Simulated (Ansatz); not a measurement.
**Question.** In (diamond, space group No. 227) is relaxed with plane-wave PAW r²SCAN (Ansatz code). What lattice parameters of the conventional cell result?

**Answer.** a = 6.615 Å.

Space group Fd-3m (diamond). The start of the workflow was typed in or built on a structure type; neither database checked (COD, Materials Project) lists it. It is not the phase usual at ambient conditions (space group No. 139). The r²SCAN relaxation kept the symmetry of its start. At this level the phase is mechanically unstable.

Potentials: the earlier of the program's two PAW sets.
